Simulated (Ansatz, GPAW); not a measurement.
HPbNO4: 3 runs at one level of theory

```
H Pb N O
1.0
     3.85707    0.00178   -0.03658
     0.17353    4.33436   -0.01647
     0.75803    0.83873    5.87662
H Pb N O
1 1 1 4
Direct
  0.61511 0.89559 0.19844
  0.64597 0.44651 0.91685
  0.71474 0.23810 0.50058
  0.16958 0.47007 0.77768
  0.62919 0.97045 0.49845
  0.56424 0.92583 0.03849
  0.78022 0.42250 0.31951
```

The cell comes from a database or a generator and needn't be the stable form of this composition.

Alike in all runs: task electron localisation function; functional PBE; k mesh 7 × 6 × 5; occupations fermi-dirac, width 0.05 eV; no spin polarisation; no spin-orbit coupling. Pressure is positive in compression and, in plane waves, holds the error of the finite cutoff, which Ansatz's Pulay term estimates and takes out.

| program and potentials | plane-wave cutoff (eV) | notes | pressure (GPa) | largest force (eV/Å) |
| --- | --- | --- | --- | --- |
| Ansatz, Ansatz PAW | 420 | Pulay term of +0.63 GPa included | 0.00 | - |
| GPAW, GPAW PAW data sets (gpaw-data 1.2.1) | 800 | - | -0.62 | 0.104 |
| Ansatz, PAW datasets made for the crystal | 960 | - | -0.03 | 0.074 |

Force on atom 6 (O), eV/Å:

```json
{"program and potentials": "GPAW, GPAW PAW data sets (gpaw-data 1.2.1)", "x": "-0.011", "y": "-0.001", "z": "-0.103"}
{"program and potentials": "Ansatz, PAW datasets made for the crystal", "x": "0.008", "y": "0.000", "z": "0.028"}
```

The pressure spans -0.62 (GPAW, GPAW PAW data sets (gpaw-data 1.2.1)) to 0.00 GPa (Ansatz, Ansatz PAW).

The functional is the same throughout but for its coding, so the spread measures potentials, basis and numerics; runs on potential files found faulty are left out.
